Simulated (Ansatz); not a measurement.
A distorted cell of Li (bcc, W type):

```yaml
crystal:
  lattice:
    - [-3.43518, 3.43518, 3.43518]
    - [1.71759, -1.71759, 1.71759]
    - [1.71759, 1.71759, -1.71759]
  atoms:
    - { symbol: Li, position: [0.00000, 0.02717, 0.02717] }
    - { symbol: Li, position: [0.50000, 0.97283, 0.97283] }
```

Method: PBE (plane waves to 420 eV, PAW, scalar-relativistic; Ansatz, a program for electronic structure). k mesh 19×19×19 (Γ-centred), Fermi-Dirac smearing 0.05 eV. Stress and pressure are positive under compression. With partly filled bands, energies and forces of such displacements shift with the k mesh and the smearing. Li was relaxed with its symmetry unable to fall.

### Question
What forces act on the atoms (eV/Å, Cartesian)?

### Answer
```csv
atom,Fx,Fy,Fz
Li1,-0.085,0.000,0.000
Li2,0.085,0.000,0.000
```

(For displaced atoms, the force is minus the slope of the energy, and its curvature is a force constant, which sets phonon frequencies.)
